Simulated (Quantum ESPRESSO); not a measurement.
# Ti2TaAlO8: input and log of a self-consistent run

Simulated, not a measurement. The program is pw.x of Quantum ESPRESSO 7.5 (plane-wave density functional theory). The cell is made up: 12 atoms on a rutile lattice, with randomly drawn elements, strain and displacements, not relaxed. PseudoDojo standard norm-conserving files (v0.5 for PBE, v0.4.1 for LDA and PBEsol) set the functional; there is no spin polarisation, spin-orbit coupling or dispersion term, and the masses in the input are unused placeholders.

Input:

```
&control calculation='scf', pseudo_dir='./dojo.nc.sr.pbe.v0_5.standard.upf', outdir='./o', disk_io='low', tprnfor=.true., tstress=.true. /
&system ibrav=0, nat=12, ntyp=4, nbnd=50, ecutwfc=105.61755193, nosym=.true., tot_charge=0,
 occupations='smearing', smearing='fd', degauss=0.0018374661
/
&electrons conv_thr=7.350e-09, electron_maxstep=60, /
ATOMIC_SPECIES
Al 1.0 Al.upf
O 1.0 O.upf
Ta 1.0 Ta.upf
Ti 1.0 Ti.upf
CELL_PARAMETERS angstrom
4.726 0.0 0.0
0.0 4.726 0.0
0.0 0.0 6.0371
ATOMIC_POSITIONS angstrom
Ti -0.023 -0.0059 0.0254
Ta 2.3816 2.4227 1.5269
Ti 0.0092 0.0218 2.9914
Al 2.3701 2.3471 4.5485
O 1.4138 1.3909 0.0114
O 3.3154 3.2361 -0.0113
O 3.8356 0.8863 1.5086
O 0.9174 3.7703 1.5003
O 1.4196 1.4686 3.0697
O 3.3197 3.3251 3.0432
O 3.7773 0.8973 4.519
O 0.9111 3.8435 4.5062
K_POINTS automatic
7 7 6 1 1 1
```

The log is shortened where brackets say so; the opening notice, blank lines, dates and the lines on written files are dropped, and the path of the files is cut. It prints rydbergs, bohrs and kilobars, and counts compression as positive stress. With no partly filled state, the Fermi energy that it prints is only some level between the filled and the empty states on the mesh, and need not lie in the true gap.

```
     Program PWSCF v.7.5
     Parallel version (MPI & OpenMP), running on       4 processor cores
     Number of MPI processes:                 4
     Threads/MPI process:                     1
     [start-up lines left out]
     bravais-lattice index     =            0
     lattice parameter (alat)  =       8.9308  a.u.
     unit-cell volume          =     909.9393 (a.u.)^3
     number of atoms/cell      =           12
     number of atomic types    =            4
     number of electrons       =        88.00
     number of Kohn-Sham states=           50
     kinetic-energy cutoff     =     105.6176  Ry
     charge density cutoff     =     422.4702  Ry
     scf convergence threshold =      7.3E-09
     mixing beta               =       0.7000
     number of iterations used =            8  plain     mixing
     Exchange-correlation= PBE
                           (   1   4   3   4   0   0   0)
     [axes and pseudopotential details left out]
   Cartesian axes
     site n.     atom                  positions (alat units)
         1        Ti     tau(   1) = (  -0.0048667  -0.0012484   0.0053745  )
         2        Ta     tau(   2) = (   0.5039357   0.5126322   0.3230851  )
         3        Ti     tau(   3) = (   0.0019467   0.0046128   0.6329666  )
         4        Al     tau(   4) = (   0.5015023   0.4966356   0.9624418  )
         5        O      tau(   5) = (   0.2991536   0.2943081   0.0024122  )
         6        O      tau(   6) = (   0.7015235   0.6847440  -0.0023910  )
         7        O      tau(   7) = (   0.8115954   0.1875370   0.3192129  )
         8        O      tau(   8) = (   0.1941176   0.7977782   0.3174566  )
         9        O      tau(   9) = (   0.3003809   0.3107490   0.6495345  )
        10        O      tau(  10) = (   0.7024333   0.7035760   0.6439272  )
        11        O      tau(  11) = (   0.7992594   0.1898646   0.9561997  )
        12        O      tau(  12) = (   0.1927846   0.8132670   0.9534913  )
     number of k points=   147  Fermi-Dirac smearing, width (Ry)=  0.0018
     Number of k-points >= 100: set verbosity='high' to print them.
     Dense  grid:   133519 G-vectors     FFT dimensions: (  60,  60,  75)
     Estimated max dynamical RAM per process >     685.53 MB
     Estimated total dynamical RAM >       2.58 GB
     Initial potential from superposition of free atoms
     starting charge      87.9934, renormalised to      88.0000
     Starting wfcs are   66 randomized atomic wfcs
     total cpu time spent up to now is       12.3 secs
     per-process dynamical memory:   600.3 Mb
     Self-consistent Calculation
     iteration #  1     ecut=   105.62 Ry     beta= 0.70
     Davidson diagonalization with overlap
     ethr =  1.00E-02,  avg # of iterations =  2.0
     total cpu time spent up to now is       35.1 secs
     total energy              =    -635.46139289 Ry
     estimated scf accuracy    <       5.07550778 Ry
     iteration #  2     ecut=   105.62 Ry     beta= 0.70
     Davidson diagonalization with overlap
     ethr =  5.77E-03,  avg # of iterations =  6.2
     total cpu time spent up to now is       76.2 secs
     total energy              =    -628.73176419 Ry
     estimated scf accuracy    <      65.17533587 Ry
     iteration #  3     ecut=   105.62 Ry     beta= 0.70
     Davidson diagonalization with overlap
     ethr =  5.77E-03,  avg # of iterations =  6.6
     total cpu time spent up to now is      115.2 secs
     total energy              =    -637.99046036 Ry
     estimated scf accuracy    <       2.93195176 Ry
     iteration #  4     ecut=   105.62 Ry     beta= 0.70
     Davidson diagonalization with overlap
     ethr =  3.33E-03,  avg # of iterations =  2.0
     total cpu time spent up to now is      138.0 secs
     total energy              =    -638.23216372 Ry
     estimated scf accuracy    <       0.91540182 Ry
     iteration #  5     ecut=   105.62 Ry     beta= 0.70
     Davidson diagonalization with overlap
     ethr =  1.04E-03,  avg # of iterations =  1.1
     total cpu time spent up to now is      157.7 secs
     total energy              =    -638.12316108 Ry
     estimated scf accuracy    <       0.61744733 Ry
     [iterations 6 to 12 left out]
     iteration # 13     ecut=   105.62 Ry     beta= 0.70
     Davidson diagonalization with overlap
     ethr =  8.87E-08,  avg # of iterations =  5.5
     total cpu time spent up to now is      409.4 secs
     total energy              =    -638.15237678 Ry
     estimated scf accuracy    <       0.00000385 Ry
     iteration # 14     ecut=   105.62 Ry     beta= 0.70
     Davidson diagonalization with overlap
     ethr =  4.37E-09,  avg # of iterations =  5.1
     total cpu time spent up to now is      442.6 secs
     total energy              =    -638.15237805 Ry
     estimated scf accuracy    <       0.00000073 Ry
     iteration # 15     ecut=   105.62 Ry     beta= 0.70
     Davidson diagonalization with overlap
     ethr =  8.25E-10,  avg # of iterations =  5.0
     total cpu time spent up to now is      472.4 secs
     total energy              =    -638.15237826 Ry
     estimated scf accuracy    <       0.00000008 Ry
     iteration # 16     ecut=   105.62 Ry     beta= 0.70
     Davidson diagonalization with overlap
     ethr =  8.76E-11,  avg # of iterations =  5.3
     total cpu time spent up to now is      504.2 secs
     total energy              =    -638.15237828 Ry
     estimated scf accuracy    <       0.00000005 Ry
     iteration # 17     ecut=   105.62 Ry     beta= 0.70
     Davidson diagonalization with overlap
     ethr =  6.08E-11,  avg # of iterations =  2.3
     total cpu time spent up to now is      528.3 secs
     End of self-consistent calculation
     Number of k-points >= 100: set verbosity='high' to print the bands.
     the Fermi energy is     9.4402 ev
!    total energy              =    -638.15237828 Ry
     estimated scf accuracy    <          5.0E-09 Ry
     smearing contrib. (-TS)   =      -0.00000000 Ry
     internal energy E=F+TS    =    -638.15237828 Ry
     The total energy is F=E-TS. E is the sum of the following terms:
     one-electron contribution =    -226.98213318 Ry
     hartree contribution      =     156.83905996 Ry
     xc contribution           =    -133.26490838 Ry
     ewald contribution        =    -434.74439668 Ry
     convergence has been achieved in  17 iterations
     Forces acting on atoms (cartesian axes, Ry/au):
     atom    1 type  4   force =     0.02117214    0.01893082   -0.12352325
     atom    2 type  3   force =    -0.01520057   -0.02729278    0.00930753
     atom    3 type  4   force =     0.01161523    0.00730220    0.12780536
     atom    4 type  1   force =    -0.00950756   -0.00916168   -0.00518778
     atom    5 type  2   force =     0.02900700    0.03357088    0.02038612
     atom    6 type  2   force =    -0.02508788   -0.01085455    0.00907250
     atom    7 type  2   force =    -0.02461823    0.02038658   -0.00104921
     atom    8 type  2   force =     0.00861756    0.00168798    0.00042224
     atom    9 type  2   force =     0.02752776    0.01526308   -0.02878903
     atom   10 type  2   force =    -0.03462606   -0.03975544   -0.02333368
     atom   11 type  2   force =     0.00485142    0.00176011    0.00637165
     atom   12 type  2   force =     0.00624919   -0.01183720    0.00851756
     Total force =     0.208871     Total SCF correction =     0.000172
     Computing stress (Cartesian axis) and pressure
          total   stress  (Ry/bohr**3)                   (kbar)     P=     -112.73
  -0.00070706  -0.00002868  -0.00002373         -104.01       -4.22       -3.49
  -0.00002868  -0.00066397  -0.00003693           -4.22      -97.67       -5.43
  -0.00002373  -0.00003693  -0.00092797           -3.49       -5.43     -136.51
     init_run     :     11.75s CPU     12.21s WALL (       1 calls)
     electrons    :    515.01s CPU    516.04s WALL (       1 calls)
     forces       :      5.43s CPU      5.45s WALL (       1 calls)
     stress       :     20.00s CPU     20.46s WALL (       1 calls)
     [timing details left out]
     PWSCF        :   9m12.44s CPU   9m15.29s WALL
     JOB DONE.
```

In other units: free energy -8682.505 eV for the cell, pressure -11.27 GPa, largest force component 3.286 eV/Å. This run is the check on a run of the same cell at a cutoff of 1143 eV and k mesh 5 x 5 x 4: rerunning at a cutoff of 1437 eV and k mesh 7 x 7 x 6 moved values by no more than 0.004 eV in energy, 0.04 GPa in stress and 0.002 eV/Å in force.